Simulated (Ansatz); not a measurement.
# Pd (simple cubic): energy against volume

These are results of Ansatz 0.2.0, DFT, r2SCAN, plane waves (500 eV) with PAW, scalar-relativistic, not measurements. The PAW files were generated under PBE, with cores re-solved for the functional.

The cell is scaled uniformly from the relaxed one, with fractional coordinates and shape fixed. Energies are extrapolated to zero smearing, pressures are those at the given smearing. Magnetic state: spin not included.

A Birch-Murnaghan fit gives V₀ = 17.34 Å³/atom, B₀ = 136 GPa, B₀′ = 5.4.

(1) What are the energy above the minimum and the pressure at 15.959 Å³/atom?

(2) What are the energy above the minimum and the pressure at 16.652 Å³/atom?

(3) What are the energy above the minimum and the pressure at 19.428 Å³/atom?

Results:

(1) 55.7 meV/atom and 14.26 GPa as computed.

(2) 12.6 meV/atom and 6.26 GPa as computed.

(3) 83.6 meV/atom and -11.28 GPa as computed.
